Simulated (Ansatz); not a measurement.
HfO₂:
Space group Pca2₁ (No. 29); a = 5.2467 Å, b = 5.0306 Å, c = 5.0594 Å, α = 90.00°, β = 90.00°, γ = 90.00°

| atom | site | symmetry | x | y | z |
|---|---|---|---|---|---|
| Hf | 4a | 1 | 0.0325 | 0.2670 | 0.2411 |
| O | 4a | 1 | 0.3670 | 0.0700 | 0.3808 |
| O | 4a | 1 | 0.2322 | 0.5389 | 0.4912 |

Relaxed with r²SCAN.

Q: Decompose the optical modes at the zone centre into irreducible representations, and say which are infrared and Raman allowed.

A: Point group mm2: Γ_opt = 8A1 + 9A2 + 8B1 + 8B2. Infrared: A1, B1, B2. Raman: A1, A2, B1, B2.

Q: Assign frequencies (DFPT, r²SCAN in the plane-wave PAW code Ansatz; without the LO–TO term).

A: A1 122, A2 126, B1 127, A2 139, B2 143, A2 152, A1 160, B2 231, B1 235, B2 244, A1 258, B1 273, A2 310, A1 314, B1 324, B2 326, A1 333, A1 380, B1 382, B2 392, A2 410, A1 461, A2 487, B1 488, B2 531, B2 554, A2 586, A1 599, B1 638, A2 660, A2 684, B1 698, B2 741 cm⁻¹.

Subscripts of B labels follow the axes of the standard setting.

Space group Pca2_1. The r²SCAN relaxation kept the symmetry of its start. No spin polarisation was allowed. Spin–orbit coupling is left out wherever it is not named.

Potentials: the later of the program's two PAW sets.
